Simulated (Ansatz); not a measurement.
Relaxed lattice of Ga3Se against the functional

Method: plane-wave DFT with PAW (Ansatz; 420 eV, 500 eV for r²SCAN). Each run relaxes cell and atoms to zero pressure from this start:

```
Ga Se
1.0
     4.43246    0.00000    0.00000
     0.00000    4.43246    0.00000
     0.00000    0.00000    4.43246
Ga Se
3 1
Direct
  0.00000 0.50000 0.50000
  0.50000 0.00000 0.50000
  0.50000 0.50000 0.00000
  0.00000 0.00000 0.00000
```

```json
{"Γ-centred k-mesh": "10×10×10", "occupation rule": "Gaussian smearing, 0.1 eV", "spin treatment": "unpolarised"}
```

Lengths are those of the conventional cell, space group Pm-3m.

| functional | a (Å) | volume (Å³/atom) | gap on mesh (eV) |
| --- | --- | --- | --- |
| LDA | 4.251 | 19.21 | metal |
| PBEsol | 4.297 | 19.84 | metal |
| r2SCAN | 4.361 | 20.74 | metal |

Q: What does PBE give?

A: It gives:

| functional | a (Å) | volume (Å³/atom) | gap on mesh (eV) |
| --- | --- | --- | --- |
| PBE | 4.408 | 21.42 | metal |

Cost: 4 runs of about 7.6 core-minutes in all, on Intel Xeon Processor @ 2.50GHz (Skylake/Cascade Lake) (shared hosts).